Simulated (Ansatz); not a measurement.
ZnS (wurtzite, P6_3mc), PBE in the plane-wave PAW code Ansatz, all energies at zero smearing, with the estimated change up to a 700 eV cutoff added, with one set of potentials and settings (totals compare only within such a set). Cell of 4 atoms (2 Zn, 2 S): -8445.471 eV.

```
element             reference phase  E (eV/atom)
-------  --------------------------  -----------
Zn        C2/m, 3 atoms in the cell   -3319.0322
S        Fddd, 32 atoms in the cell    -902.0602
```

Formation energy per atom, worked out: (-8445.471 − 2×(-3319.0322) − 2×(-902.0602))/4 = -0.822 eV/atom (-79 kJ per mol of atoms), at 0 K, without zero-point energy or fitted corrections.

The cell was relaxed with PBE under the symmetry of its start. The references are the lowest solids computed at this level, not always the standard phases.

Potentials: the earlier of the program's two PAW sets.
